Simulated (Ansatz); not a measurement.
Name crystals whose computed values (DFT-r²SCAN in the program Ansatz with PAW potentials) fall in these windows: highest Γ mode, no LO–TO term (cm⁻¹) 170 to 190; Θ_D (K) 340 to 480.



```json
[
 {"crystal": "Ti, hcp (Mg type)", "highest Γ mode, no LO–TO term (cm⁻¹)": "181", "Θ_D (K)": "411"}
]
```
Others may fit too.

The cell was relaxed under the symmetry of its start. Rows with no word on spin ran without spin polarisation.

Potentials: the later of the program's two PAW sets.
